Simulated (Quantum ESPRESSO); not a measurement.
Simulation results for Ga$_{3}$Si$_{2}$P$_{3}$ (made-up cell)

All values are calculated (Quantum ESPRESSO 7.5). Calculation on a made-up crystal cell, not a measurement: periodic Kohn-Sham density functional theory in plane waves with PseudoDojo standard norm-conserving scalar-relativistic pseudopotentials, each functional with its own files (v0.5 for PBE, v0.4.1 for LDA and PBEsol), no spin polarisation, no spin-orbit coupling, atoms not relaxed, stress positive in tension, energies less a fixed whole-eV offset for each atom's element; levels are Kohn-Sham levels at fractions of this cell's reciprocal vectors, counted from the reference band (half the neutral cell's valence electrons, rounded up) at Gamma; error bars cover cutoff and k-mesh only, not smearing or the files; added strain carries the atoms with the cell, and shear is the tensor component; each bar is the largest change over components, and at least 0.002 eV, 0.002 eV per angstrom or 0.02 GPa; energies are for the whole cell, and the offsets were chosen from early runs and are not element reference energies.

### Ga$_{3}$Si$_{2}$P$_{3}$ (made-up cell)

```
cell vectors (Å)
   5.3873     0.0000     0.0000
   0.0000     5.3873     0.0000
   0.0000     0.0000     5.3873
atoms (fractions of the cell vectors)
Si -0.01424 -0.00180  0.00975
Ga -0.01164  0.47066  0.52908
Ga  0.51209 -0.02558  0.51100
Ga  0.49890  0.50454  0.01149
P   0.23921  0.26603  0.24110
P   0.26772  0.74811  0.75251
Si  0.75531  0.23095  0.74919
P   0.76253  0.76472  0.24912
```

- lattice type: zincblende/diamond
- functional: pbe
- cutoff: 1088 eV
- fermi dirac smearing: 0.025 eV
- scf tolerance: 1e-07 eV
- electrons removed: 0
- k mesh: 4 x 4 x 4, shifted by half a step
- free energy less offsets: -2.204 eV
- smearing term minus ts: 0 eV
- scf iterations: 10
- pressure: 7.242 GPa
- stress xx: -7.26 GPa
- stress yy: -6.859 GPa
- stress zz: -7.608 GPa
- stress yz: 3.424 GPa
- stress xz: 3.379 GPa
- stress xy: -3.646 GPa
- reference band: 31
- error bar energy: 0.01053 eV
- error bar stress: 0.03317 GPa
- error bar force: 0.007714 eV/Å
- error bar next band up: 0.002 eV
- error bars from: tighter rerun of a related cell

Atoms:
```csv
atoms element,atom site,atom energy offset (eV)
Si,1,-115
Ga,2,-2080
Ga,3,-2080
Ga,4,-2080
P,5,-189
P,6,-189
Si,7,-115
P,8,-189
```

Forces:
```csv
site,x (eV/Å),y (eV/Å),z (eV/Å)
1,2.017,0.5729,-0.761
2,1.605,2.128,-1.519
3,-0.605,1.77,-0.98
4,1.12,-0.438,-0.7097
5,-0.1083,-1.7,0.8361
6,-2.227,-0.3122,0.7822
7,-1.884,-0.2615,1.843
8,0.08317,-1.758,0.5087
```

Levels:
```csv
level k point,next band up (eV)
Gamma,0.708
"(1/2,1/2,1/2)",0.7191
"(0.15,0,0)",0.7525
"(0,0.15,0)",0.7094
"(0,0,0.15)",0.7464
```
